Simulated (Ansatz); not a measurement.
Consider the following.

CdSe2:
```
CELL_PARAMETERS angstrom
      6.67944     0.00000     0.00000
      0.00000     6.67944     0.00000
      0.00000     0.00000     6.67944
ATOMIC_POSITIONS crystal
  Cd 0.50000 0.50000 0.00000
  Cd 0.00000 0.50000 0.50000
  Cd 0.00000 0.00000 0.00000
  Cd 0.50000 0.00000 0.50000
  Se 0.10248 0.89752 0.39752
  Se 0.89752 0.10248 0.60248
  Se 0.39752 0.10248 0.89752
  Se 0.60248 0.89752 0.10248
  Se 0.60248 0.60248 0.60248
  Se 0.39752 0.39752 0.39752
  Se 0.89752 0.39752 0.10248
  Se 0.10248 0.60248 0.89752
```

This is the r²SCAN-relaxed structure.

**Question.** All from r²SCAN (plane waves, PAW; program Ansatz), unless another level is named. Give the smallest direct gap on the standard path.

**Answer.** 1.22 eV.

**Question.** What about the formation energy from the elements (no fitted shifts)?

**Answer.** -0.47 eV/atom.

**Question.** What about the band gap?

**Answer.** 1.02 eV (indirect).

**Question.** What about the conduction-band minimum?

**Answer.** on the Γ–R line, 36 % of the way from Γ (8 equivalent valleys).

**Question.** Next, the valence-band maximum?

**Answer.** at Γ.

Space group Pa-3. The workflow started from a Materials Project entry (that database holds measured and hypothetical structures alike); the Crystallography Open Database copy checked does not list it. Its standing as an ambient phase is unchecked. The r²SCAN relaxation kept the symmetry of its start; whether a distortion lowers the energy is not shown. The references are the lowest solids computed at this level, not always the standard phases. Scalar-relativistic: spin–orbit coupling is off unless named, which matters more the heavier the elements.

Potentials: the later of the program's two PAW sets.
